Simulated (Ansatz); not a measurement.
Zn:
```cif
data_Zn2
_chemical_formula_sum 'Zn2'
_space_group_name_H-M_alt 'P 1'
_space_group_IT_number 1
_cell_length_a 2.54945
_cell_length_b 2.54945
_cell_length_c 4.86229
_cell_angle_alpha 90.000
_cell_angle_beta 90.000
_cell_angle_gamma 120.000
loop_
_space_group_symop_operation_xyz
  'x, y, z'
loop_
_atom_site_label
_atom_site_type_symbol
_atom_site_fract_x
_atom_site_fract_y
_atom_site_fract_z
_atom_site_occupancy
Zn1 Zn 0.33333 0.66667 0.25000 1
Zn2 Zn 0.66667 0.33333 0.75000 1
```

Relaxed with LDA.

### Question
Decompose the optical modes at the zone centre into irreducible representations, and say which are infrared and Raman allowed.

### Answer
Point group 6/mmm: Γ_opt = B1g + E2g. Infrared: none. Raman: E2g.

### Question
Assign frequencies (DFPT, plane-wave PAW LDA (Ansatz code)).

### Answer
E2g 74, B1g 144 cm⁻¹.

Subscripts of B labels follow the axes of the standard setting.

Space group P6_3/mmc (hcp (Mg type)). The LDA relaxation kept the symmetry of its start. As this level gives no gap, phonon frequencies hold no LO–TO term and depend on the k-mesh and smearing (Fermi–Dirac, 0.1 eV here).

Potentials: the earlier of the program's two PAW sets. The files were generated under PBE; for other functionals the program regenerates the frozen cores, and for LDA and PBEsol the local potential too.
